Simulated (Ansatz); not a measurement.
Question: Each is relaxed and computed with LDA (plane waves, PAW; program Ansatz). Which is the only one with a gap?
(A) SiSe2, Ibam (Se on 8j, Si on 4a)
(B) CaSi2, R-3m (Ca on 6c, Si on 6c, Si on 6c)
(C) LaSi2, I4_1/amd (La on 4b, Si on 8e)
(D) ScSi2, P6/mmm (Sc on 1a, Si on 2d)

Answer: A, SiSe2, Ibam (Se on 8j, Si on 4a). SiSe2: gap 1.36 eV (indirect); CaSi2: metal; ScSi2: metal; LaSi2: metal. Standing as an ambient phase not checked: CaSi2, R-3m (Ca on 6c, Si on 6c, Si on 6c); ScSi2, P6/mmm (Sc on 1a, Si on 2d); LaSi2, I4_1/amd (La on 4b, Si on 8e). Weakly bound layers, chains or molecules computed without a dispersion correction, so cells and soft constants are ill determined: SiSe2, Ibam (Se on 8j, Si on 4a). Unstable at this level: ScSi2, P6/mmm (Sc on 1a, Si on 2d). All cells were relaxed under the symmetry of their starts (and spin orders); stability against distortions was not tested throughout. Rows with no word on spin ran without spin polarisation. Scalar-relativistic: spin–orbit coupling is off unless named, which matters more the heavier the elements.

Potentials: the later of the program's two PAW sets.
